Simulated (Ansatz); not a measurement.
LiCl (rock salt)

```
LiCl
1.0
    0.00000     2.57520     2.57520
    2.57520     0.00000     2.57520
    2.57520     2.57520     0.00000
Cl Li
1 1
Direct
  0.00000   0.00000   0.00000
  0.50000   0.50000   0.50000
```

In each cell atom 1 (Cl, nearest neighbour Li at 2.575 Å; its periodic images, 3.6 Å or more away, move with it) moves by s·(0.000, 0.000, 1.000) (along Cartesian z), the rest being held.

Level of theory: PBE (plane waves to 420 eV, PAW, scalar-relativistic; Ansatz, a first-principles code). k mesh 9×9×9 (Γ-centred), Fermi-Dirac smearing 0.05 eV. The energy includes the smearing's −TS. Compression counts positive. F∥ is the force on the atom along that direction. LiCl was relaxed with its symmetry unable to fall. ΔE is measured from the undisplaced structure.

```json
[
 {"s (Å)": "-0.520", "ΔE (meV/cell)": "207.9", "F∥ (eV/Å)": "1.338", "P (GPa)": "4.1"},
 {"s (Å)": "-0.416", "ΔE (meV/cell)": "101.9", "F∥ (eV/Å)": "0.747", "P (GPa)": "2.4"},
 {"s (Å)": "-0.312", "ΔE (meV/cell)": "44.5", "F∥ (eV/Å)": "0.388", "P (GPa)": "1.2"},
 {"s (Å)": "-0.208", "ΔE (meV/cell)": "15.9", "F∥ (eV/Å)": "0.182", "P (GPa)": "0.5"},
 {"s (Å)": "-0.104", "ΔE (meV/cell)": "3.4", "F∥ (eV/Å)": "0.069", "P (GPa)": "0.1"},
 {"s (Å)": "0.000", "ΔE (meV/cell)": "0.0", "F∥ (eV/Å)": "0.000", "P (GPa)": "0.0"},
 {"s (Å)": "0.104", "ΔE (meV/cell)": "3.4", "F∥ (eV/Å)": "-0.069", "P (GPa)": "0.1"},
 {"s (Å)": "0.208", "ΔE (meV/cell)": "15.9", "F∥ (eV/Å)": "-0.182", "P (GPa)": "0.5"},
 {"s (Å)": "0.312", "ΔE (meV/cell)": "44.5", "F∥ (eV/Å)": "-0.388", "P (GPa)": "1.2"},
 {"s (Å)": "0.416", "ΔE (meV/cell)": "101.9", "F∥ (eV/Å)": "-0.747", "P (GPa)": "2.4"},
 {"s (Å)": "0.520", "ΔE (meV/cell)": "207.9", "F∥ (eV/Å)": "-1.338", "P (GPa)": "4.1"}
]
```

What the scan shows:

| Property | Value |
|---|---|
| Energy at s = 0.520 Å | 207.9 meV/cell |
| Force along the line at s = -0.520 Å | 1.34 eV/Å |
| Symmetry of the curve | even: the same for both signs |
| Shape of the curve | a single well with its minimum at or next to zero displacement |
| Force constant k = d²E/ds² at s = 0 (finite differences) | 0.59 eV/Å² |
| Harmonic estimate at the end of the scan | ½ks² = 80.2 meV/cell against the computed 207.9 meV/cell, so the well is stiffer than harmonic there |
| Zone-centre optical wavenumber from k (transverse: no LO-TO term) | 167 cm⁻¹ |

(For displaced atoms, the force is minus the slope of the energy, and its curvature is a force constant, which sets phonon frequencies.)
